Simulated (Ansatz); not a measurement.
## Ni, diamond: geometry optimisation

The calculation used DFT, LDA (PW92), plane waves (420 eV) with PAW, scalar-relativistic (Ansatz). The PAW files were generated under PBE, with cores re-solved for the functional.

k-point mesh 11×11×11, Fermi-Dirac smearing 0.1 eV, no spin polarisation. Cell and atoms relax.

Starting structure:

```
CELL_PARAMETERS angstrom
0.00000 2.45346 2.45346
2.45346 0.00000 2.45346
2.45346 2.45346 0.00000
ATOMIC_POSITIONS crystal
Ni 0.12500 0.12500 0.12500
Ni 0.87500 0.87500 0.87500
```

Q: The pressure at the start is 2.3 GPa. By how much does the volume change?

A: From 14.77 to 15.04 Å³ per atom, 1.8 %. The final cell has a = 4.936 Å.

Q: How much energy does the relaxation gain?

A: 1.9 meV per atom.

Spin polarisation is off here; a magnetic state may lie lower.
